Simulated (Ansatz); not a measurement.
CdSe (wurtzite, space group No. 186), PBE (plane waves, PAW; program Ansatz). The conduction-band minimum lies at Γ, with 1 equivalent valley. Second derivatives d²E/dk² of the lowest band at one valley (eV·Å²), along Cartesian directions:

| direction | d²E/dk² |
|---|---|
| [100] | 131.9 |
| [010] | 131.9 |
| [001] | 137.2 |
| [110] | 131.9 |
| [101] | 134.5 |
| [011] | 134.5 |

Task: Find the principal effective masses, the density-of-states mass and the conductivity mass.

Result: Off-diagonal terms follow from H_xy = H[110] − (H_xx + H_yy)/2, and m*/mₑ = 7.620 eV·Å² over each eigenvalue: 0.056, 0.058, 0.058. One valley's DOS mass (m₁m₂m₃)^(1/3) = 0.057, conductivity mass 3/(Σ 1/mᵢ) = 0.057 mₑ.

Task: What effective density of states Nc follows at 300 K for parabolic valleys?

Result: Nc = 2.509e19 × 1 × (0.057)^(3/2) ≈ 3.4e17 cm⁻³.

Space group P6_3mc (wurtzite). The cell was relaxed with PBE under the symmetry of its start; phonons on a q-mesh show no instability. Scalar-relativistic: spin–orbit coupling is off unless named, which matters more the heavier the elements.

Potentials: the later of the program's two PAW sets.

Edges and masses are those of Kohn–Sham bands, whose gap is no quasiparticle gap.
